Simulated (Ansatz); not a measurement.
⁹³Nb nuclear quadrupole resonance in Nb₃Tl

Cell: an entry of the Crystallography Open Database (COD), taken as it stands.

Space group Pm-3n (No. 223); a = 5.2970 Å.

| site | Wyckoff | site symmetry | x | y | z |
| --- | --- | --- | --- | --- | --- |
| Nb | 6c | -4m.2 | 0.2500 | 0.0000 | 0.5000 |
| Tl | 2a | m-3. | 0.0000 | 0.0000 | 0.0000 |

One atom of each set is listed.

Method: Kohn–Sham DFT in Ansatz, PBE, plane waves and PAW, scalar-relativistic, 420 eV cutoff, Γ-centred 6×6×6 k-points, Fermi–Dirac smearing 0.05 eV.

⁹³Nb: I = 9/2, Q = -320.0 mb (year-2017 value). Static lattice, zero field.

(1) At which frequencies do the ⁹³Nb NQR lines lie?

## Answers

(1) For I = 9/2 and η = 0 the lines are |C_Q|/24 times 1, 2, 3 and 4; η shifts the lowest up most.

| site | atoms | V_zz (10²¹ V/m²) | C_Q (MHz) | η | line frequencies (MHz) |
| --- | --- | --- | --- | --- | --- |
| Nb | 6 | 6.22 | -48.1 | 0.00 | 2.01, 4.01, 6.02, 8.02 |

An axis of threefold or higher order runs through Nb, so V_zz lies along it and η is zero.

With no gap above 0.1 eV, as in a metal, the gradients converge slowly in k; expect changes of a tenth or more on a denser mesh. Without spin–orbit coupling the gradients at and beside Tl can be off by some per cent, at some sites by more.
